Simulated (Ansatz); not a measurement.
## Does relaxation matter for the field gradients of PbSe with indium replacing Pb?

Start: a supercell of PbSe (rock salt type, Fm-3m) built from a COD entry, with all atoms left at the host's positions.

Space group Fm-3m (No. 225); a = 18.3639 Å.

```
site  Wyckoff  site symmetry       x       y       z
  In       4a           m-3m  0.0000  0.0000  0.0000
 Pb2      48h           m.m2  0.1667  0.1667  0.0000
 Pb5      32f            .3m  0.3333  0.1667  0.1667
Pb15      24e           4m.m  0.5000  0.5000  0.3333
Se28      32f            .3m  0.1667  0.1667  0.1667
Se30      24e           4m.m  0.5000  0.5000  0.1667
Se32      48i           m.m2  0.5000  0.3333  0.3333
Se41       4b           m-3m  0.5000  0.5000  0.5000
```

One atom of each set is listed; the run and its k-mesh use a cell of 54 atoms with edges of 12.99, 12.99, 12.99 Å.

Computed with Ansatz: DFT, PBE, plane waves and PAW, scalar-relativistic, 420 eV cutoff, Γ-centred 2×2×2 k-points, Fermi–Dirac smearing 0.01 eV, cell charge +1.

The largest force at the start is 0.42 eV/Å. Relaxing the ions at fixed cell moves them by 0.200 Å at most (atom 34, Se) and 0.068 Å rms.

```tsv
site	moved (Å)	first shell before	first shell after	V_zz before (10²¹ V/m²)	η before
In	0.000	6 Se at 3.06 Å	6 Se at 2.86 Å	0.00	–
Pb2	0.004	6 Se at 3.06 Å	6 Se at 3.05–3.07 Å	-0.71	0.59
Pb5	0.010	6 Se at 3.06 Å	6 Se at 3.06–3.07 Å	0.084	0.00
Pb15	0.027	6 Se at 3.06 Å	6 Se at 3.04–3.23 Å	0.55	0.00
Se28	0.010	6 Pb at 3.06 Å	6 Pb at 3.05–3.06 Å	0.36	0.00
Se30	0.200	5 Pb at 3.06 Å, 1 In at 3.06 Å	1 In at 2.86 Å, 5 Pb at 3.07–3.23 Å	6.09	0.00
Se32	0.023	6 Pb at 3.06 Å	6 Pb at 3.04–3.07 Å	-0.65	0.71
```

Question: What are V_zz and η after the relaxation?

Answer: 

| site | V_zz after | η after | change of V_zz |
| --- | --- | --- | --- |
| In | 0.00 | – | 0.00 |
| Pb2 | -1.96 | 0.97 | -1.25 |
| Pb5 | -0.044 | 0.00 | -0.13 |
| Pb15 | 11.54 | 0.00 | +10.99 |
| Se28 | 0.11 | 0.00 | -0.25 |
| Se30 | 7.29 | 0.00 | +1.20 |
| Se32 | -1.04 | 0.92 | -0.39 |

The largest change of V_zz is on Pb15, from 0.55 to 11.54. In per cent, |V_zz| changes by +20 on Se (all sites that start above 2). Where |V_zz| stays above 0.1 and the axes keep their order, η moves most on Se32, from 0.71 to 0.92. On Pb2 V_xx and V_yy change places (or their axes turn by over 50°), so the two values of η hide a larger change. V_zz changes sign on Pb5 (same axis). Other sites without a gradient aren't listed. The electronic state changes along with the positions (a gap opens), so the changes aren't those of geometry alone.

The defect repeats with the cell of 54 atoms, so it feels its images: sites between two images don't show the values beside a lone defect, and zeros or small values of η there can come from the images' arrangement. A uniform background compensates the cell's charge. Spin–orbit coupling is left out, which shifts gradients on Pb by a few per cent in wide-gap crystals, and can shift them far more where the calculated gap is small or absent, as here.
Before: The run isn't spin-polarised, and a state with spin may lie lower. The defect cell has no gap above 0.1 eV on its mesh, so the values can hang on the smearing and the k-mesh. The neighbours have not yet relaxed around the defect (largest force 0.42 eV/Å), so a real crystal will differ.
After: The relaxation keeps the site symmetry m-3m of the start, so the impurity can't leave its site; a start off the site could end lower. With a gap of 0.2 eV on this mesh, small gradients can still move by 0.1 × 10²¹ V/m² or more as the k-mesh gets denser.
